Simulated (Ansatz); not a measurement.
LiCl:
```xyz
2
Lattice="0.0000 2.4821 2.4821 2.4821 0.0000 2.4821 2.4821 2.4821 0.0000" Properties=species:S:1:pos:R:3 pbc="T T T"
Li     0.0000     0.0000     0.0000
Cl     2.4821     2.4821     2.4821
```

Relaxed with LDA. Special points in fractions of this cell's reciprocal vectors: Γ (0.000, 0.000, 0.000); X (0.500, 0.000, 0.500); U (0.625, 0.250, 0.625); K (0.375, 0.375, 0.750); L (0.500, 0.500, 0.500); W (0.500, 0.250, 0.750).

List the band energies nearest the valence-band maximum at these points for LDA (plane waves, PAW; program Ansatz).

In eV from the valence-band maximum; about four levels below and three above (degenerate sets whole), none deeper than 8.9 eV; points with the same levels are listed once.

| k | below | above |
|---|---|---|
| Γ | -0.01 -0.01 -0.01 | 6.59 11.63 11.63 11.63 |
| X | -3.48 -1.34 -1.34 | 7.78 7.78 12.95 |
| U | -3.01 -2.15 -1.02 | 7.82 9.92 11.70 |
| L | -3.32 -0.31 -0.31 | 6.48 9.15 9.15 |
| W | -2.58 -2.58 -1.27 | 9.63 10.00 10.41 10.41 |

Space group Fm-3m (rock salt). The LDA relaxation kept the symmetry of its start; phonons on a q-mesh show no instability.

Potentials: the later of the program's two PAW sets.
